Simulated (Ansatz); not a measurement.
Te, simple cubic: geometry optimisation

Computed with Ansatz 0.2.0, DFT, r2SCAN, plane waves (500 eV) with PAW, scalar-relativistic. (PAW data from PBE, frozen cores regenerated.)

k-point mesh 10×10×10, Fermi-Dirac smearing 0.1 eV, no spin polarisation. Cell and atoms relax.

Starting structure:

```yaml
crystal:
  lattice:
    - [3.1462212359, 0.0, 0.0]
    - [0.0, 3.1462212359, 0.0]
    - [0.0, 0.0, 3.1462212359]
  atoms:
    - { symbol: Te, position: [0.0, 0.0, 0.0] }
hamiltonian:
  xc: r2scan
  pseudopotentials:
    kind: paw
    azcp:
      Te: "pseudopotentials/Te.paw.azcp"
basis:
  ecutwfc: 500
  fft_grid_basis: typed
kpoints:
  mp_grid: { grid: [10, 10, 10], shift: [0, 0, 0] }
magnetization:
  spin_polarized: false
scf:
  occupations: { method: fermi_dirac, width: 0.1 }
relax:
  max_steps: 60
  f_tol: 0.01
  cell: {}
```

Question: The pressure at the start is 2.4 GPa. By how much does the volume change?

Answer: From 31.14 to 32.43 Å³ per atom, 4.1 %. The final cell has a = 3.189 Å.

Question: How much energy does the relaxation gain?

Answer: 9.2 meV per atom.

Path of the relaxation (the plane waves are chosen anew near the end, which can shift the energy a little):

```json
{"step": "0", "E − E(final) (meV/atom)": "9.21", "V (Å³/atom)": "31.144", "P (GPa)": "2.37", "max force (eV/Å)": "0.000"}
{"step": "1", "E − E(final) (meV/atom)": "2.70", "V (Å³/atom)": "33.137", "P (GPa)": "-1.09", "max force (eV/Å)": "0.000"}
{"step": "2", "E − E(final) (meV/atom)": "0.19", "V (Å³/atom)": "32.483", "P (GPa)": "-0.08", "max force (eV/Å)": "0.000"}
{"step": "3", "E − E(final) (meV/atom)": "0.17", "V (Å³/atom)": "32.434", "P (GPa)": "0.00", "max force (eV/Å)": "0.000"}
{"step": "4", "E − E(final) (meV/atom)": "0.00", "V (Å³/atom)": "32.434", "P (GPa)": "0.00", "max force (eV/Å)": "0.000"}
```
